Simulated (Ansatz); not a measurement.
# From three elastic constants to directional properties of MnGa₄

The calculation used DFT LDA, scalar-relativistic, plane waves, PAW (Ansatz). Cutoff 420 eV, 10×10×10 k-points (Γ-centred), Gaussian smearing of 0.20 eV. Collinear spin, site moments 0.3, 0.0, 0.0, 0.0, 0.0 μB.

Equilibrium structure at this level:
```yaml
crystal:
  lattice:
    - [-2.72430, 2.72430, 2.72430]
    - [2.72430, -2.72430, 2.72430]
    - [2.72430, 2.72430, -2.72430]
  atoms:
    - { symbol: Mn, position: [0.00000, 0.00000, 0.00000] }
    - { symbol: Ga, position: [0.00000, 0.00000, 0.50000] }
    - { symbol: Ga, position: [0.00000, 0.50000, 0.00000] }
    - { symbol: Ga, position: [0.50000, 0.00000, 0.00000] }
    - { symbol: Ga, position: [0.50000, 0.50000, 0.50000] }
```

In a metal, frequencies and elastic constants depend on the k mesh and the smearing, soft modes and shear constants most.

With ions relaxed, on the cubic axes: C11 = 200.2, C12 = 71.0, C44 = 82.7 GPa. The density is 6.854 g/cm³.

Question: Is the crystal stable against strain, and how anisotropic is it?

Answer: Born's conditions hold: C11 + 2C12 = 342.1, C11 − C12 = 129.3 and C44 = 82.7 GPa are all positive. B = (C11 + 2C12)/3 = 114.0 GPa. The two shear moduli are C44 and C′ = (C11 − C12)/2 = 64.7 GPa, so Zener's ratio is A = C44/C′ = 1.28: the tetragonal shear C′ is the soft one, as in many fcc and bcc metals and zincblende crystals. The Cauchy pressure C12 − C44 is -11.8 GPa; it would vanish for pair forces between atoms on inversion centres at zero pressure, and a negative value is usual with directional bonding, though many-body forces give one in some ionic oxides too.

Question: Give the sound speeds along the three symmetry directions.

Answer: The Christoffel equation gives ρv² for each branch:
```csv
direction,branch,ρv²,GPa,v (m/s)
[100],L,C11,200.2,5405
[100],T (×2),C44,82.7,3474
[110],L,(C11 + C12 + 2C44)/2,218.3,5644
[110],"T, u ∥ [001]",C44,82.7,3474
[110],"T, u ∥ [1-10]",(C11 − C12)/2,64.7,3071
[111],L,(C11 + 2C12 + 4C44)/3,224.3,5721
[111],T (×2),(C11 − C12 + C44)/3,70.7,3211
```

Question: How does Young's modulus depend on direction?

Answer: Inverting gives S11 = 6.130, S12 = -1.604, S44 = 12.092 TPa⁻¹. Along a unit vector (l, m, n), 1/E = S11 − 2(S11 − S12 − S44/2)(l²m² + m²n² + n²l²), where the last bracket is 0, 1/4 and 1/3 for [100], [110] and [111]: E = 163, 189 and 200 GPa. With A > 1 the body diagonal is stiffest. For a film on (001), the biaxial modulus is C11 + C12 − 2C12²/C11 = 221 GPa and the normal strain is −2C12/C11 = -0.71 times the in-plane one.

Cost: 2 runs of about 14 core-minutes in all, on Oxide Virtual Turin-like Processor (Zen 5) (shared hosts).